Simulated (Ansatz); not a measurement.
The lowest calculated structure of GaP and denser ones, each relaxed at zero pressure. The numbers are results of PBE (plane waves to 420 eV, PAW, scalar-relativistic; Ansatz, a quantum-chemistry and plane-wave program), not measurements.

| structure | E − E(first row) (eV/atom) | V (Å³/atom) |
|---|---|---|
| F-43m, cF8, zinc blende type | 0 | 20.87 |
| P6₃/mmc, hP4, NiAs type | 0.45 | 17.35 |
| P6₂22, hP6 | 0.229 | 18.84 |
| P-6m2, hP2, AFLOW prototype AB_hP2_187_d_a (B_h, as in WC) | 0.54 | 17.83 |
| P4/nmm, tP4 | 0.61 | 18.46 |
| Fm-3m, cF8, rock salt type | 0.41 | 17.17 |

Question: Estimate from H = E + PV, with the volumes held at these values, the pressure at which each denser structure becomes favourable. Which of these comes first?

Answer: The enthalpies cross at P = ΔE / (−ΔV); 1 eV/Å³ is 160.2 GPa.
- Fm-3m, cF8, rock salt type: 0.41 / (20.87 − 17.17) × 160.2 ≈ 18 GPa
- P6₂22, hP6: 0.229 / (20.87 − 18.84) × 160.2 ≈ 18 GPa
- P6₃/mmc, hP4, NiAs type: 0.45 / (20.87 − 17.35) × 160.2 ≈ 20 GPa
- P-6m2, hP2, AFLOW prototype AB_hP2_187_d_a (B_h, as in WC): 0.54 / (20.87 − 17.83) × 160.2 ≈ 28 GPa (too high for this estimate to mean much)
- P4/nmm, tP4: 0.61 / (20.87 − 18.46) × 160.2 ≈ 41 GPa (too high for this estimate to mean much)

The estimate cannot separate Fm-3m, cF8, rock salt type and P6₂22, hP6 and P6₃/mmc, hP4, NiAs type, near 18 GPa. This leaves out the compression of both phases, so the common tangent of the full E(V) curves can lie elsewhere, the more so the higher the pressure; energy differences of these cells are good to about 0.01 eV/atom.

Measured, GaP leaves this structure for a Cmcm phase near 26 GPa (as listed in Datta, Sujoy, Jana, Debnarayan, arXiv (2020)). No row of this table was matched to that structure.

Probably no minimum, since a slightly shaken restart fell lower: P4/nmm, tP4 (by 0.13 eV/atom, to P-1). 1 run with a doubtful electronic state, a coarser numerical grid, an end not at rest or a source that can't be used is left out. 3 generated cells of layers, chains or molecules, poorly bound without dispersion, are left out. Each run could gain symmetry but not lose that of its start, so entries can be saddle points. From databases, or of a type measured for this composition: F-43m, cF8, zinc blende type; the others are generated cells (placed on structure types, drawn at random, substituted or restacked) that were not matched to a known phase here. Static energies at zero pressure. The runs use different k-meshes, so differences are rounded accordingly. No spin polarisation in the result.
